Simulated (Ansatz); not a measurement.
Structure: an ordered 8-atom cell of Ga₄PN₃ on the zincblende lattice (Amm2), at its r2SCAN minimum. N is surrounded by 4 Ga at 2.00–2.05 Å; N is surrounded by 4 Ga at 1.95–2.08 Å; P is surrounded by 4 Ga at 2.20–2.22 Å; Ga is surrounded by 4 N at 2.05–2.08 Å; Ga is surrounded by 3 N at 2.00 Å and 1 P at 2.22 Å; Ga is surrounded by 2 N at 1.95 Å and 2 P at 2.20 Å.

Space group Amm2 (No. 38). a = 3.353 Å, b = 6.750 Å, c = 9.492 Å, α = 90.00°, β = 90.00°, γ = 90.00°

| atom | site | symmetry | x | y | z |
| --- | --- | --- | --- | --- | --- |
| N | 2a | mm2 | 0.0000 | 0.5000 | 0.5013 |
| N | 4e | m.. | 0.5000 | 0.7504 | 0.2492 |
| P | 2a | mm2 | 0.0000 | 0.5000 | 0.0019 |
| Ga | 2b | mm2 | 0.5000 | 0.5000 | 0.3763 |
| Ga | 4d | m.. | 0.0000 | 0.7710 | 0.1350 |
| Ga | 2b | mm2 | 0.5000 | 0.5000 | 0.8519 |

The questions ask for values computed with Ansatz 0.2.0 on this geometry. (Calculated; spin-unpolarised; the phase may be known or hypothetical.)

Given (8×6×6 mesh): With PBE the bands overlap by 0.13 eV (counted from 1, band 36 peaks at Σ₀–Γ (0.70 of the way from Σ₀) and band 37 bottoms out at Γ–Z (0.10 of the way from Γ)): no gap.

Q: Estimate the gap with r2SCAN on 8×6×6.

A: r2SCAN gives no gap: the lowest nominally empty band dips 0.09 eV below the top of the last filled one (its bottom at Γ–Z (0.10 of the way from Γ), the top at Σ₀–Γ (0.70 of the way from Σ₀)), so the cell is a metal or semimetal at this level.

Q: What does HSE06 give for the gap (4×4×4 mesh)?

A: The HSE06 gap is direct at Γ: 0.05 eV. (This is within a few times the smearing of 0.02 eV, so the filling near the edges can be smeared.)

Q: Roughly how does the cost of the HSE06 run (4×4×4) compare with r2SCAN's (8×6×6)?

A: About 5 times as much (10 core-minutes against 110 core-seconds, on 4 threads of Arm Neoverse V1 (shared host)).

Where an edge lies off the special points, it is a point of the mesh or the k point where a search put PBE's edge or least direct gap, reused for the other functionals, whose own edges may lie a little apart; PBE's own value is read along its path and can be a few hundredths of an eV high.

The meshes of the hybrids are coarse, so their gaps aren't converged to the digits shown.
